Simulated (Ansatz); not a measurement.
PtW:
```
CELL_PARAMETERS angstrom
      2.71382     0.00000     0.00000
      0.00000     2.71382     0.00000
      0.00000     0.00000     4.09992
ATOMIC_POSITIONS crystal
  Pt 0.00000 0.00000 0.00000
  W  0.50000 0.50000 0.50000
```

Relaxed with PBEsol. Special points in fractions of this cell's reciprocal vectors: Γ (0.000, 0.000, 0.000); X (0.000, 0.500, 0.000); M (0.500, 0.500, 0.000); Z (0.000, 0.000, 0.500); R (0.000, 0.500, 0.500); A (0.500, 0.500, 0.500).

Q: List the band energies nearest the Fermi level at these points for PBEsol with spin–orbit coupling (plane waves, PAW; program Ansatz).

A: In eV from the Fermi level; about four levels below and three above (degenerate sets whole), none deeper than 8.9 eV; points with the same levels are listed once.

```csv
k,below,above
Γ,-1.50 -1.50 -0.98 -0.98,0.65 0.65 2.99 2.99
X,-2.97 -2.97 -2.43 -2.43,0.32 0.32 1.65 1.65
M,-6.87 -6.87 -0.14 -0.14,0.08 0.08 1.63 1.63
Z,-1.64 -1.64 -1.37 -1.37,1.05 1.05 1.41 1.41
R,-1.15 -1.15 -0.44 -0.44,0.32 0.32 1.81 1.81
A,-3.14 -3.14 -0.03 -0.03,0.64 0.64 6.25 6.25
```

Space group P4/mmm (L1₀ or tetragonal B2). The start of the workflow was typed in or built on a structure type; neither database checked (COD, Materials Project) lists it. Whether it is the stable phase at ambient conditions was not checked. Symmetry was held in the PBEsol relaxation; its stability against distortions is not shown here. No spin polarisation was allowed.

Potentials: the earlier of the program's two PAW sets. The files were generated under PBE; for other functionals the program regenerates the frozen cores, and for LDA and PBEsol the local potential too.
